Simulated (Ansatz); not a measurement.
Na$_{2}$S:
```cif
data_Na8S4
_chemical_formula_sum 'Na8 S4'
_space_group_name_H-M_alt 'Fm-3m'
_space_group_IT_number 225
_space_group_name_Hall '-F 4 2 3'
_cell_length_a 6.56783
_cell_length_b 6.56783
_cell_length_c 6.56783
_cell_angle_alpha 90.000
_cell_angle_beta 90.000
_cell_angle_gamma 90.000
loop_
_atom_site_label
_atom_site_type_symbol
_atom_site_symmetry_multiplicity
_atom_site_Wyckoff_symbol
_atom_site_fract_x
_atom_site_fract_y
_atom_site_fract_z
_atom_site_occupancy
Na1 Na 8 c 0.25000 0.25000 0.25000 1
S1 S 4 a 0.00000 0.00000 0.00000 1
```
(The calculation used a cell of 3 atoms; values per cell refer to that cell.)

Relaxed with PBE.

Question: Which orbitals make up the states near the band edges in plane-wave PAW PBE (Ansatz code)?

Answer: Top 1 eV of the valence band: S 3p 94 %. Bottom 1 eV of the conduction band: Na 3s 62 %, S 3s 22 %, S 3p 13 %. Projections are on Löwdin-orthogonalised atomic valence shells; empty p or d shells of many metals are not among them.

Question: Tabulate the density of states.

Answer: States/eV per cell of 3 atoms, in 0.25 eV bins, energy from the valence-band maximum.

```
E (eV)  total  S 3p  Na 3s  S 3s
------  -----  ----  -----  ----
-7.85    0.00  0.00   0.00  0.00
-7.60    0.00  0.00   0.00  0.00
-7.35    0.00  0.00   0.00  0.00
-7.10    0.00  0.00   0.00  0.00
-6.85    0.00  0.00   0.00  0.00
-6.60    0.00  0.00   0.00  0.00
-6.35    0.00  0.00   0.00  0.00
-6.10    0.00  0.00   0.00  0.00
-5.85    0.00  0.00   0.00  0.00
-5.60    0.00  0.00   0.00  0.00
-5.35    0.00  0.00   0.00  0.00
-5.10    0.00  0.00   0.00  0.00
-4.85    0.00  0.00   0.00  0.00
-4.60    0.00  0.00   0.00  0.00
-4.35    0.00  0.00   0.00  0.00
-4.10    0.00  0.00   0.00  0.00
-3.85    0.00  0.00   0.00  0.00
-3.60    0.00  0.00   0.00  0.00
-3.35    0.00  0.00   0.00  0.00
-3.10    0.00  0.00   0.00  0.00
-2.85    0.00  0.00   0.00  0.00
-2.60    0.00  0.00   0.00  0.00
-2.35    0.00  0.00   0.00  0.00
-2.10    0.00  0.00   0.00  0.00
-1.85    0.00  0.00   0.00  0.00
-1.60    0.45  0.33   0.12  0.00
-1.35    4.72  3.59   1.04  0.04
-1.10    1.98  1.54   0.38  0.04
-0.85    2.14  1.83   0.26  0.02
-0.60    3.09  2.82   0.20  0.01
-0.35    6.67  6.42   0.08  0.01
-0.10    4.95  4.85   0.01  0.00
0.15     0.00  0.00   0.00  0.00
0.40     0.00  0.00   0.00  0.00
0.65     0.00  0.00   0.00  0.00
0.90     0.00  0.00   0.00  0.00
1.15     0.00  0.00   0.00  0.00
1.40     0.00  0.00   0.00  0.00
1.65     0.00  0.00   0.00  0.00
1.90     0.00  0.00   0.00  0.00
2.15     0.00  0.00   0.00  0.00
2.40     0.00  0.00   0.00  0.00
2.65     0.03  0.00   0.02  0.01
2.90     0.07  0.01   0.04  0.02
3.15     0.11  0.02   0.07  0.02
3.40     0.16  0.03   0.10  0.03
3.65     0.22  0.04   0.13  0.04
3.90     0.41  0.06   0.19  0.05
4.15     0.96  0.12   0.37  0.08
4.40     1.28  0.15   0.49  0.09
4.65     1.49  0.15   0.57  0.08
4.90     1.75  0.15   0.69  0.08
5.15     1.47  0.13   0.62  0.06
5.40     0.05  0.01   0.03  0.00
5.65     0.14  0.01   0.06  0.00
5.90     1.30  0.10   0.62  0.03
6.15     1.97  0.12   1.17  0.03
6.40     2.55  0.14   1.63  0.03
6.65     0.98  0.04   0.55  0.00
6.90     1.60  0.07   0.72  0.01
7.15     3.82  0.26   1.64  0.01
```

Symmetry was held in the PBE relaxation.

Potentials: the later of the program's two PAW sets.
